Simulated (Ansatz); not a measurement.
The end of the path is a generated cell of H2: the first start was made by placing the elements on the sites of a structure type, and the end was not matched to a known phase here, so it may be hypothetical.

A geometry of H₂ away from equilibrium: the start of the relaxation of a generated cell, H2 built in the AFLOW prototype A_cP8_205_c. All values below come from PBE (plane waves to 420 eV, PAW, scalar-relativistic; Ansatz, a quantum-chemistry and plane-wave program). Γ-centred k-mesh 6×6×6 on the run's cell (coarser than for final values), Fermi–Dirac smearing 0.05 eV.

```xyz
8
Lattice="4.0193 0.0000 0.0000 0.0000 4.0193 0.0000 0.0000 0.0000 4.0193" Properties=species:S:1:pos:R:3 pbc="T T T"
H      0.2238     0.2238     0.2238
H      2.2335     1.7858     3.7955
H      3.7955     2.2335     1.7858
H      1.7858     3.7955     2.2335
H      3.7955     3.7955     3.7955
H      1.7858     2.2335     0.2238
H      0.2238     1.7858     2.2335
H      2.2335     0.2238     1.7858
```

Q: Give the Cartesian forces on all atoms (eV/Å).

A: 
```
atom     Fx     Fy     Fz
----  -----  -----  -----
H1    -0.48  -0.48  -0.48
H2    -0.48   0.48   0.48
H3     0.48  -0.48   0.48
H4     0.48   0.48  -0.48
H5     0.48   0.48   0.48
H6     0.48  -0.48  -0.48
H7    -0.48   0.48  -0.48
H8    -0.48  -0.48   0.48
```

Q: What is the pressure?

A: 0.0 GPa, compression positive.

No spin polarisation in the result.

The run could not lose the symmetry of its start: the end is stationary, and may be a saddle point rather than a minimum.
